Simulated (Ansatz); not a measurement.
Consider the following.

Nb2AlB2:
```xyz
5
Lattice="3.1069 0.0000 0.0000 -1.5535 2.6907 0.0000 0.0000 0.0000 7.5844" Properties=species:S:1:pos:R:3 pbc="T T T"
Nb     0.0000     1.7938     5.3616
Nb     0.0000     1.7938     2.2228
Al     0.0000     0.0000     0.0000
B      0.0000     0.0000     3.7922
B      1.5535     0.8969     3.7922
```

This is the r²SCAN-relaxed structure.

Task: All from r²SCAN in the plane-wave PAW code Ansatz, unless another level is named. Give the electronic character.

Result: metallic (no gap).

Task: And the density of states at the Fermi level?

Result: 0.33 states/eV per atom (mean over ±0.08 eV).

Task: And the formation energy from the elements (no fitted shifts)?

Result: -0.67 eV/atom.

Task: And the gap with spin–orbit coupling?

Result: none (metallic).

Space group P-6m2. The start of the workflow was typed in or built on a structure type; neither database checked (COD, Materials Project) lists it. Its standing as an ambient phase is unchecked. The cell was relaxed with r²SCAN under the symmetry of its start; its stability against distortions is not shown here. The run is not spin-polarised. The references are the lowest solids computed at this level, not always the standard phases. Spin–orbit coupling is left out wherever it is not named.

Potentials: the earlier of the program's two PAW sets. The files were generated under PBE; for other functionals the program regenerates the frozen cores, and for LDA and PBEsol the local potential too.
